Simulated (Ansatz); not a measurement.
GePt in space group Pnma (No. 62; Pt on 4c, Ge on 4c) at seven volumes, LDA in the plane-wave PAW code Ansatz, shape and atoms relaxed at each. One row is withheld.

```json
[
 {"V (Å³/atom)": "14.415", "P (GPa)": "21.50"},
 {"V (Å³/atom)": "14.890", "P (GPa)": "12.95"},
 {"V (Å³/atom)": "15.365", "P (GPa)": "?"},
 {"V (Å³/atom)": "15.841", "P (GPa)": "0.00"},
 {"V (Å³/atom)": "16.316", "P (GPa)": "-4.82"},
 {"V (Å³/atom)": "16.791", "P (GPa)": "-8.72"},
 {"V (Å³/atom)": "17.266", "P (GPa)": "-11.89"}
]
```

Fit the shown pressures and predict the withheld one.

P = (3/2)B₀(x^(7/2) − x^(5/2))[1 + (3/4)(B′ − 4)(x − 1)] with x = (V₀/V)^(2/3). Least squares on the six rows gives V₀ = 15.841 Å³/atom, B₀ = 176 GPa, B′ = 5.55. At V = 15.365, x = 1.0205 and P = 5.84 GPa. The run itself gave 5.88 GPa.

Symmetry was held in the LDA relaxation; of distortions, only those at the zone centre were tested. The run is not spin-polarised. Scalar-relativistic: spin–orbit coupling is off unless named, which matters more the heavier the elements.

Potentials: the later of the program's two PAW sets.
